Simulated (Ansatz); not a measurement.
BaCaF4 on the sites of the fluorite structure (relaxed group R-3m) was relaxed with 3 functionals in Ansatz, cell and atoms free, the symmetry of the start kept (meshes: PBE 6×6×6, r2SCAN 6×6×6, PBEsol 6×6×6). The calculation is spin-unpolarised, and the structure need not be a phase that has been made.

The r2SCAN result:
```xyz
6
Lattice="2.0705 1.1954 6.6883 -2.0705 1.1954 6.6883 0.0000 -2.3909 6.6883" Properties=species:S:1:pos:R:3 pbc="T T T"
Ca    0.0000    0.0000    0.0000
F     0.0000    0.0000    2.3095
F     0.0000    0.0000    7.3568
Ba    0.0000    0.0000   10.0325
F     0.0000    0.0000   12.7082
F     0.0000    0.0000   17.7555
```

Space group R-3m (No. 166), trigonal; conventional cell a = 4.141 Å, c = 20.065 Å, 16.55 Å³ an atom. Around Ca lie 8 F at 2.31–2.48 Å; around F lie 1 Ca at 2.31 Å and 3 Ba at 2.61 Å; around F lie 3 Ca at 2.48 Å and 1 Ba at 2.68 Å; around Ba lie 8 F at 2.61–2.68 Å.

**Question.** Order the functionals by the relaxed volume, smallest first.
A. PBE
B. r2SCAN
C. PBEsol

**Answer.** C (16.25 Å³/atom), B (16.55 Å³/atom), A (17.10 Å³/atom).

**Question.** What lattice does PBE give?

**Answer.** a = 4.192 Å, c = 20.219 Å; the volume differs by +3.3 % from r2SCAN's. Ca has 8 F at 2.34–2.51 Å; F has 1 Ca at 2.34 Å and 3 Ba at 2.63 Å; F has 3 Ca at 2.51 Å and 1 Ba at 2.69 Å (further sites aren't listed).

**Question.** How does the cell change with PBEsol?

**Answer.** a = 4.119 Å, c = 19.911 Å; the volume differs by -1.8 % from r2SCAN's. Ca is surrounded by 8 F at 2.30–2.47 Å; F is surrounded by 1 Ca at 2.30 Å and 3 Ba at 2.59 Å; F is surrounded by 3 Ca at 2.47 Å and 1 Ba at 2.65 Å (further sites aren't listed).

**Question.** Held at the r2SCAN cell, what mean stress does PBE find, and does its sign point to its own minimum?

**Answer.** Yes. PBE +2.15 GPa, and its relaxed volume is +3.3 % from r2SCAN's. Compression counts positive, so a positive stress asks for a larger cell.
